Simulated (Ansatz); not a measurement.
simple cubic against fcc along the alkali metals

All numbers below come from DFT, r2SCAN, plane waves (500 eV) with PAW, scalar-relativistic in Ansatz 0.2.0. The PAW files were generated under PBE, with cores re-solved for the functional.

Each structure is relaxed within its symmetry, in the lowest magnetic state of the tried starts. Differences under about 8 meV lie within the error of the k-point mesh.

```tsv
element	E(simple cubic) − E(fcc) (meV/atom)	V(simple cubic) (Å³/atom)	V(fcc) (Å³/atom)	state of simple cubic	state of fcc
Li	122	21.14	20.98	spin not included	spin not included
Na	126	39.94	37.71	spin not included	spin not included
K	108	79.43	76.57	spin not included	spin not included
Rb	100	98.73	95.60	spin not included	spin not included
Cs	90	126.93	123.60	spin not included	spin not included
```
